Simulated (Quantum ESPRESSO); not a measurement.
# GeAl2O2PN: finding a planted mistake in a log

Computed values, not a measurement. The program is pw.x of Quantum ESPRESSO 7.5 (plane-wave density functional theory). The cell is made up: 7 atoms on a wurtzite lattice with one site empty, with randomly drawn elements, strain and displacements, not relaxed. PseudoDojo standard norm-conserving files (v0.5 for PBE, v0.4.1 for LDA and PBEsol) set the functional; there is no spin polarisation, spin-orbit coupling or dispersion term, and the masses in the input are unused placeholders.

Intended input:

```
&control calculation='scf', pseudo_dir='./dojo.nc.sr.pbe.v0_5.standard.upf', outdir='./o', disk_io='medium', tprnfor=.true., tstress=.true. /
&system ibrav=0, nat=7, ntyp=5, nbnd=27, ecutwfc=84.00895049, nosym=.true., tot_charge=0,
 occupations='smearing', smearing='fd', degauss=0.0018374661
/
&electrons conv_thr=7.350e-09, electron_maxstep=60, /
ATOMIC_SPECIES
Al 1.0 Al.upf
Ge 1.0 Ge.upf
N 1.0 N.upf
O 1.0 O.upf
P 1.0 P.upf
CELL_PARAMETERS angstrom
3.2384 0.0047 0.0063
0.0082 5.6174 0.0644
0.0103 0.0607 5.4778
ATOMIC_POSITIONS angstrom
Ge 1.7369 2.7337 0.0774
Al 1.5787 0.9197 2.787
Al 0.071 3.89 2.6783
O -0.0227 -0.0989 2.0758
P 1.6396 2.7904 2.003
O 1.5888 0.8774 4.8677
N 0.0708 3.874 4.8938
K_POINTS automatic
5 4 4 1 1 1
```

The log is shortened where brackets say so; the opening notice, blank lines, dates and the lines on written files are dropped, and the path of the files is cut. It prints rydbergs, bohrs and kilobars, and counts compression as positive stress. Where no state is partly filled, the Fermi energy that it prints is only some level between the filled and the empty states on the mesh, and need not lie in the true gap.

Log of the intended run:

```
     Program PWSCF v.7.5
     Parallel version (MPI & OpenMP), running on       1 processor cores
     Number of MPI processes:                 1
     Threads/MPI process:                     1
     [start-up lines left out]
     bravais-lattice index     =            0
     lattice parameter (alat)  =       6.1197  a.u.
     unit-cell volume          =     672.3741 (a.u.)^3
     number of atoms/cell      =            7
     number of atomic types    =            5
     number of electrons       =        42.00
     number of Kohn-Sham states=           27
     kinetic-energy cutoff     =      84.0090  Ry
     charge density cutoff     =     336.0358  Ry
     scf convergence threshold =      7.3E-09
     mixing beta               =       0.7000
     number of iterations used =            8  plain     mixing
     Exchange-correlation= PBE
                           (   1   4   3   4   0   0   0)
     [axes and pseudopotential details left out]
   Cartesian axes
     site n.     atom                  positions (alat units)
         1        Ge     tau(   1) = (   0.5363435   0.8441489   0.0239006  )
         2        Al     tau(   2) = (   0.4874924   0.2839974   0.8606076  )
         3        Al     tau(   3) = (   0.0219243   1.2012069   0.8270418  )
         4        O      tau(   4) = (  -0.0070096  -0.0305397   0.6409937  )
         5        P      tau(   5) = (   0.5062979   0.8616575   0.6185135  )
         6        O      tau(   6) = (   0.4906112   0.2709355   1.5031144  )
         7        N      tau(   7) = (   0.0218626   1.1962662   1.5111739  )
     number of k points=    40  Fermi-Dirac smearing, width (Ry)=  0.0018
                       cart. coord. in units 2pi/alat
        k(    1) = (   0.0997553   0.0710804   0.0729233), wk =   0.0500000
        k(    2) = (   0.0994702   0.0693862   0.2207396), wk =   0.0500000
     [further k points left out]
     Dense  grid:    69919 G-vectors     FFT dimensions: (  36,  64,  64)
     Estimated max dynamical RAM per process >      87.42 MB
     Initial potential from superposition of free atoms
     starting charge      41.9941, renormalised to      42.0000
     Starting wfcs are   33 randomized atomic wfcs
     total cpu time spent up to now is        6.8 secs
     per-process dynamical memory:    53.6 Mb
     Self-consistent Calculation
     iteration #  1     ecut=    84.01 Ry     beta= 0.70
     Davidson diagonalization with overlap
     ethr =  1.00E-02,  avg # of iterations =  5.5
     total cpu time spent up to now is       24.6 secs
     total energy              =    -287.73639302 Ry
     estimated scf accuracy    <       1.60875330 Ry
     iteration #  2     ecut=    84.01 Ry     beta= 0.70
     Davidson diagonalization with overlap
     ethr =  3.83E-03,  avg # of iterations =  3.8
     total cpu time spent up to now is       41.7 secs
     total energy              =    -286.79357033 Ry
     estimated scf accuracy    <       9.03254973 Ry
     [iterations 3 to 10 left out]
     iteration # 11     ecut=    84.01 Ry     beta= 0.70
     Davidson diagonalization with overlap
     ethr =  2.75E-09,  avg # of iterations =  4.0
     total cpu time spent up to now is      183.1 secs
     total energy              =    -288.53155724 Ry
     estimated scf accuracy    <       0.00000024 Ry
     iteration # 12     ecut=    84.01 Ry     beta= 0.70
     Davidson diagonalization with overlap
     ethr =  5.76E-10,  avg # of iterations =  2.0
     total cpu time spent up to now is      199.3 secs
     End of self-consistent calculation
     [lines on levels left out]
     the Fermi energy is     7.2739 ev
!    total energy              =    -288.53155728 Ry
     estimated scf accuracy    <          4.7E-09 Ry
     smearing contrib. (-TS)   =      -0.00000000 Ry
     internal energy E=F+TS    =    -288.53155728 Ry
     The total energy is F=E-TS. E is the sum of the following terms:
     one-electron contribution =    -148.34965982 Ry
     hartree contribution      =      99.21576059 Ry
     xc contribution           =     -75.03625994 Ry
     ewald contribution        =    -164.36139812 Ry
     convergence has been achieved in  12 iterations
     Forces acting on atoms (cartesian axes, Ry/au):
     atom    1 type  2   force =    -0.00474709   -0.01475022   -0.46746183
     atom    2 type  1   force =    -0.00179105   -0.24533863    0.16149900
     atom    3 type  1   force =    -0.05718987    0.12338585    0.20842186
     atom    4 type  4   force =     0.00272252    0.11265659    0.06859545
     atom    5 type  5   force =     0.04414575    0.01057605    0.16180675
     atom    6 type  4   force =     0.00891298    0.10554040   -0.09147431
     atom    7 type  3   force =     0.00794676   -0.09207004   -0.04138692
     Total force =     0.665174     Total SCF correction =     0.000380
     Computing stress (Cartesian axis) and pressure
          total   stress  (Ry/bohr**3)                   (kbar)     P=      113.01
   0.00064298  -0.00015686  -0.00020494           94.59      -23.07      -30.15
  -0.00015686   0.00102024  -0.00030185          -23.07      150.08      -44.40
  -0.00020494  -0.00030185   0.00064139          -30.15      -44.40       94.35
     init_run     :      6.28s CPU      6.65s WALL (       1 calls)
     electrons    :    184.67s CPU    192.45s WALL (       1 calls)
     forces       :      2.79s CPU      2.81s WALL (       1 calls)
     stress       :     10.66s CPU     10.70s WALL (       1 calls)
     [timing details left out]
     PWSCF        :   3m24.61s CPU   3m32.92s WALL
     JOB DONE.
```

A second run was made from an input with one planted mistake. Its log:

```
     Program PWSCF v.7.5
     Parallel version (MPI & OpenMP), running on       1 processor cores
     Number of MPI processes:                 1
     Threads/MPI process:                     1
     [start-up lines left out]
     bravais-lattice index     =            0
     lattice parameter (alat)  =       6.1197  a.u.
     unit-cell volume          =     672.3741 (a.u.)^3
     number of atoms/cell      =            7
     number of atomic types    =            5
     number of electrons       =        42.00
     number of Kohn-Sham states=           27
     kinetic-energy cutoff     =      84.0090  Ry
     charge density cutoff     =     336.0358  Ry
     scf convergence threshold =      7.3E-09
     mixing beta               =       0.7000
     number of iterations used =            8  plain     mixing
     Exchange-correlation= PBE
                           (   1   4   3   4   0   0   0)
     [axes and pseudopotential details left out]
   Cartesian axes
     site n.     atom                  positions (alat units)
         1        Ge     tau(   1) = (   0.5363435   0.8441489   0.0239006  )
         2        Al     tau(   2) = (   0.4874924   0.2839974   0.8606076  )
         3        Al     tau(   3) = (   0.0219243   1.2012069   0.8270418  )
         4        O      tau(   4) = (  -0.0070096  -0.0305397   0.6409937  )
         5        P      tau(   5) = (   0.5062979   0.8616575   0.6185135  )
         6        O      tau(   6) = (   0.4906112   0.2709355   1.5031144  )
         7        N      tau(   7) = (   0.0218626   1.1962662   1.5111739  )
     number of k points=     4  Fermi-Dirac smearing, width (Ry)=  0.0018
                       cart. coord. in units 2pi/alat
        k(    1) = (   0.2495110   0.1420888   0.1457533), wk =   0.5000000
        k(    2) = (   0.2500812   0.1454773  -0.1498793), wk =   0.5000000
     [further k points left out]
     Dense  grid:    69919 G-vectors     FFT dimensions: (  36,  64,  64)
     Estimated max dynamical RAM per process >      87.42 MB
     Initial potential from superposition of free atoms
     starting charge      41.9941, renormalised to      42.0000
     Starting wfcs are   33 randomized atomic wfcs
     total cpu time spent up to now is        4.3 secs
     per-process dynamical memory:    63.9 Mb
     Self-consistent Calculation
     iteration #  1     ecut=    84.01 Ry     beta= 0.70
     Davidson diagonalization with overlap
     ethr =  1.00E-02,  avg # of iterations =  5.0
     total cpu time spent up to now is        6.9 secs
     total energy              =    -287.81897936 Ry
     estimated scf accuracy    <       1.56495330 Ry
     iteration #  2     ecut=    84.01 Ry     beta= 0.70
     Davidson diagonalization with overlap
     ethr =  3.73E-03,  avg # of iterations =  3.5
     total cpu time spent up to now is        9.2 secs
     total energy              =    -286.88377330 Ry
     estimated scf accuracy    <       8.61892884 Ry
     [iterations 3 to 12 left out]
     iteration # 13     ecut=    84.01 Ry     beta= 0.70
     Davidson diagonalization with overlap
     ethr =  2.88E-11,  avg # of iterations =  4.0
     total cpu time spent up to now is       31.0 secs
     total energy              =    -288.59557975 Ry
     estimated scf accuracy    <          8.1E-09 Ry
     iteration # 14     ecut=    84.01 Ry     beta= 0.70
     Davidson diagonalization with overlap
     ethr =  1.93E-11,  avg # of iterations =  2.0
     total cpu time spent up to now is       32.7 secs
     End of self-consistent calculation
     [lines on levels left out]
     the Fermi energy is     7.8971 ev
!    total energy              =    -288.59557975 Ry
     estimated scf accuracy    <          4.1E-10 Ry
     smearing contrib. (-TS)   =       0.00000000 Ry
     internal energy E=F+TS    =    -288.59557975 Ry
     The total energy is F=E-TS. E is the sum of the following terms:
     one-electron contribution =    -148.36586976 Ry
     hartree contribution      =      99.14439945 Ry
     xc contribution           =     -75.01271132 Ry
     ewald contribution        =    -164.36139812 Ry
     convergence has been achieved in  14 iterations
     Forces acting on atoms (cartesian axes, Ry/au):
     atom    1 type  2   force =    -0.00336586   -0.01458660   -0.47289875
     atom    2 type  1   force =    -0.00204955   -0.24550609    0.16457341
     atom    3 type  1   force =    -0.05580189    0.13169527    0.21395582
     atom    4 type  4   force =     0.00249063    0.11055859    0.06824912
     atom    5 type  5   force =     0.04342216    0.00076638    0.16142588
     atom    6 type  4   force =     0.00903837    0.10922242   -0.09090276
     atom    7 type  3   force =     0.00626614   -0.09214997   -0.04440271
     Total force =     0.673099     Total SCF correction =     0.000037
     Computing stress (Cartesian axis) and pressure
          total   stress  (Ry/bohr**3)                   (kbar)     P=       99.95
   0.00023338  -0.00015643  -0.00019861           34.33      -23.01      -29.22
  -0.00015643   0.00113486  -0.00029628          -23.01      166.94      -43.58
  -0.00019861  -0.00029628   0.00067006          -29.22      -43.58       98.57
     init_run     :      3.02s CPU      4.12s WALL (       1 calls)
     electrons    :     27.03s CPU     28.43s WALL (       1 calls)
     forces       :      0.49s CPU      0.50s WALL (       1 calls)
     stress       :      1.47s CPU      1.53s WALL (       1 calls)
     [timing details left out]
     PWSCF        :     32.21s CPU     34.82s WALL
     JOB DONE.
```

Question: what was wrong in the second input?

Answer: the k-point mesh is too coarse. The input lines that differ, file-writing options aside:

```
- 5 4 4 1 1 1
+ 2 2 2 1 1 1
```

```
                                            intended run  run with the mistake
                          free energy (eV)     -3925.672             -3926.543
                    smearing term -TS (eV)        0.0000                0.0000
                            pressure (GPa)         11.30                  9.99
            largest force component (eV/Å)        12.019                12.159
largest change of a force component (eV/Å)                               0.252
                                iterations            12                    14
```

For scale, a rerun of the intended cell at 1437 eV and a 7 x 6 x 6 mesh moved values by no more than 0.016 eV in energy, 0.23 GPa in stress and 0.013 eV/Å in force.